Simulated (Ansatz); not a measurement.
Start of a relaxation of Ca2ScAuC6N6:

```cif
data_structure
_symmetry_space_group_name_H-M 'Fm-3m'
_symmetry_Int_Tables_number 225
_cell_length_a 10.4140
_cell_length_b 10.4140
_cell_length_c 10.4140
_cell_angle_alpha 90.000
_cell_angle_beta 90.000
_cell_angle_gamma 90.000
_cell_volume 1129.41
loop_
_atom_site_label
_atom_site_type_symbol
_atom_site_symmetry_multiplicity
_atom_site_Wyckoff_symbol
_atom_site_fract_x
_atom_site_fract_y
_atom_site_fract_z
_atom_site_occupancy
Ca1 Ca 8 c 0.25000 0.75000 0.75000 1
Sc1 Sc 4 b 0.50000 0.00000 0.00000 1
C1 C 24 e 0.18408 0.00000 0.00000 1
Au1 Au 4 a 0.00000 0.00000 0.00000 1
N1 N 24 e 0.29643 0.00000 0.00000 1
```

Method: DFT PBE, scalar-relativistic, plane waves, PAW (Ansatz). Cutoff 420 eV, Gaussian smearing, Γ-centred meshes. Cell and atoms relax first on a coarse mesh and then on a finer one. In between, the cell is made exact in the group found at 0.06 Å. In metals the finer mesh still leaves noise of several meV/atom or more. The steps can't lower the symmetry of their start. Collinear spin is switched on along the way, since trial moments persisted in a coarse test.

A guess keeps its type if space group and coordination stay and the shape of the cell changes little (axis ratios within about 15 %, angles within 6°); the volume may change.

Task: Does it keep its structure type, or change into something else?

Result: It keeps its type. The symmetry stays Fm-3m (No. 225). The volume per atom grows by 37.7 %, from 17.6 to 24.3 Å³. The shortest distance goes from 1.17 Å (C–N) to 1.18 Å (C–N). Counting neighbours within 15 % of an atom's shortest distance, the start has Au 6, C 1, Ca 24, N 1, Sc 6 and the end Au 6, C 1, Ca 24, N 1, Sc 6.

The last run used collinear spin, a 6×6×6 mesh for its 16-atom cell and Gaussian smearing of 0.10 eV. Spin–orbit coupling, which can matter for Au, is left out. The magnetic state reached may not be the lowest. A structure relaxed within its symmetry needn't be a true minimum.
